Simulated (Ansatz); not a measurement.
## NMR crystallography of ZnO with sulfur replacing O: given against relaxed positions

Start: a supercell of ZnO (wurtzite type, P6_3mc) built from a structure deposited in the COD, with all atoms left at the host's positions.

```xyz
32
Lattice="6.4986 0.0000 0.0000 -3.2493 5.6280 0.0000 0.0000 0.0000 10.4114" Properties=species:S:1:pos:R:3 pbc="T T T"
Zn    0.0000    1.8760    2.6029
Zn    0.0000    1.8760    7.8086
Zn   -1.6247    4.6900    2.6029
Zn   -1.6247    4.6900    7.8086
Zn    3.2493    1.8760    2.6029
Zn    3.2493    1.8760    7.8086
Zn    1.6247    4.6900    2.6029
Zn    1.6247    4.6900    7.8086
Zn    1.6247    0.9380    0.0000
Zn    1.6247    0.9380    5.2057
Zn    0.0000    3.7520    0.0000
Zn    0.0000    3.7520    5.2057
Zn    4.8740    0.9380    0.0000
Zn    4.8740    0.9380    5.2057
Zn    3.2493    3.7520    0.0000
Zn    3.2493    3.7520    5.2057
S     1.6247    0.9380    1.9730
O     1.6247    0.9380    7.1787
O     0.0000    3.7520    1.9730
O     0.0000    3.7520    7.1787
O     4.8740    0.9380    1.9730
O     4.8740    0.9380    7.1787
O     3.2493    3.7520    1.9730
O     3.2493    3.7520    7.1787
O     0.0000    1.8760    4.5759
O     0.0000    1.8760    9.7816
O    -1.6247    4.6900    4.5759
O    -1.6247    4.6900    9.7816
O     3.2493    1.8760    4.5759
O     3.2493    1.8760    9.7816
O     1.6247    4.6900    4.5759
O     1.6247    4.6900    9.7816
```

Atoms are numbered from 1 in the order listed; like atoms form one site, named after its first atom.

Level of theory: DFT, PBE, plane waves and PAW, scalar-relativistic, 420 eV cutoff, Γ-centred 3×3×2 k-points, Fermi–Dirac smearing 0.01 eV (Ansatz 0.2.0).

The largest force at the start is 4.5 eV/Å. Relaxing the ions at fixed cell moves them by 0.333 Å at most (atom 9, Zn) and 0.103 Å rms.

```csv
site,atom,moved (Å),first shell before,first shell after,V_zz before (10²¹ V/m²),η before
Zn1,1,0.194,"3 O at 1.97–1.98 Å, 1 S at 1.98 Å","3 O at 1.95–1.96 Å, 1 S at 2.19 Å",-4.17,0.07
Zn2,2,0.076,4 O at 1.97–1.98 Å,4 O at 1.96–1.98 Å,0.060,0.13
Zn7,7,0.054,4 O at 1.97–1.98 Å,4 O at 1.97–1.99 Å,-0.009,0.00
Zn8,8,0.084,4 O at 1.97–1.98 Å,4 O at 1.97 Å,0.16,0.00
Zn9,9,0.333,"1 S at 1.97 Å, 3 O at 1.98 Å","3 O at 1.96 Å, 1 S at 2.23 Å",-4.12,0.00
Zn10,10,0.014,4 O at 1.97–1.98 Å,4 O at 1.97–1.99 Å,0.17,0.00
Zn11,11,0.025,4 O at 1.97–1.98 Å,4 O at 1.97–1.98 Å,0.12,0.37
Zn12,12,0.055,4 O at 1.97–1.98 Å,4 O at 1.95–1.97 Å,0.14,0.12
S,17,0.075,4 Zn at 1.97–1.98 Å,4 Zn at 2.19–2.23 Å,0.060,0.00
O19,19,0.010,4 Zn at 1.97–1.98 Å,4 Zn at 1.95–1.98 Å,-1.14,0.51
O25,25,0.104,4 Zn at 1.97–1.98 Å,4 Zn at 1.96–1.97 Å,-0.74,0.27
O26,26,0.096,4 Zn at 1.97–1.98 Å,4 Zn at 1.96–1.97 Å,-0.87,0.14
```

(1) How do the gradients change?

Results:

(1) 

```csv
site,atom,V_zz after,η after,change of V_zz
Zn1,1,1.57,0.45,+5.74
Zn2,2,-1.09,0.66,–
Zn7,7,1.69,0.00,+1.70
Zn8,8,-0.73,0.00,-0.89
Zn9,9,3.56,0.00,+7.68
Zn10,10,1.34,0.00,+1.17
Zn11,11,-0.94,0.92,-1.06
Zn12,12,-0.92,0.16,–
S,17,1.60,0.00,+1.54
O19,19,-3.07,0.80,-1.93
O25,25,-1.54,0.22,-0.80
O26,26,-2.10,0.85,-1.23
```

The largest change of V_zz along a kept axis is on Zn9, from -4.12 to 3.56. Small gradients that grow severalfold: Zn10 (0.17 to 1.34), Zn2 (0.060 to -1.09), S (0.060 to 1.60), Zn7 (-0.009 to 1.69). In per cent, |V_zz| changes by +109 to +169 on O (all sites that start above 0.5, bar those whose gradient vanishes or changes sign or whose main axis turns by over 40°). Where |V_zz| stays above 0.1 and the axes keep their order, η moves most on O26, from 0.14 to 0.85. V_zz changes sign on Zn1 (same axis), Zn9 (same axis), Zn8 (same axis), Zn11 (axis turned by 34°). On Zn12, Zn2 the largest principal value lies along another axis in the second run, so the two V_zz can't be compared directly. The table leaves out 4 of the 16 sites, with |V_zz| up to 0.72; their tensors move by 0.54 at most along any direction. The statements above cover all sites. The host's own positions weren't relaxed first, so part of the change far from the defect can be the host's relaxation.

The defect repeats with the cell of 32 atoms, so it feels its images: sites between two images don't show the values beside a lone defect, and zeros or small values of η there can come from the images' arrangement. O and Zn carry a gradient in the pure host already, so the values there aren't the defect's effect alone.
Before: With a gap of 0.9 eV on this mesh, small gradients can still move by 0.1 × 10²¹ V/m² or more as the k-mesh gets denser. The cell keeps the host's lattice, where the PBE pressure is 11 GPa. The neighbours have not yet relaxed around the defect (largest force 4.5 eV/Å), so the values at and beside it are those of a strained start, not of the defect in a real crystal.
After: The relaxation keeps the site symmetry 3m of the start, so the impurity can move only along its axis; a start off the site could end lower. With a gap of 0.7 eV on this mesh, small gradients can still move by 0.1 × 10²¹ V/m² or more as the k-mesh gets denser. The cell keeps the host's lattice, where the PBE pressure is 10 GPa.
